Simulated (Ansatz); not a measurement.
A geometry of ZnSiP$_{2}$ away from equilibrium: the start of the relaxation of a relaxed ZnSiP2 cell with one Zn and one P atom exchanged in a cell of 8 atoms. Method: PBEsol (plane waves to 420 eV, PAW, scalar-relativistic; Ansatz, a quantum-chemistry and plane-wave program). Γ-centred k-mesh 5×5×6 on the run's cell (coarser than for final values), Fermi–Dirac smearing 0.05 eV.

```xyz
8
Lattice="-2.6766 2.6766 5.2224 2.6766 -2.6766 5.2224 2.6766 2.6766 -5.2224" Properties=species:S:1:pos:R:3 pbc="T T T"
Zn     0.0000     2.6766     2.6112
P      0.0000     0.0000     0.0000
Si     2.6766     0.0000     2.6112
Si     0.0000     0.0000     5.2224
P      1.3383     1.4161    -1.3056
Zn     1.3383     1.2605     3.9168
P      3.9371     1.3383     1.3056
P     -1.2605     1.3383     6.5280
```

Q: Give the Cartesian forces on all atoms (eV/Å).

A: 
```tsv
atom	Fx	Fy	Fz
Zn1	-0.23	0.35	-0.14
P2	0.09	0.60	-0.32
Si3	0.05	-0.01	-0.25
Si4	-0.24	0.01	-0.12
P5	-0.36	-0.93	0.45
Zn6	0.47	0.55	0.22
P7	0.75	-0.52	-0.08
P8	-0.53	-0.06	0.23
```

Q: What is the pressure?

A: +1.5 GPa, compression positive.

Q: How far above the relaxed end point is this geometry?

A: 0.15 eV/atom; the path ends in P1 (No. 1).

No spin polarisation in the result.

The end of the path is a generated cell of ZnSiP2: the first start was made by placing the elements on the sites of a structure type, and the end was not matched to a known phase here, so it may be hypothetical.
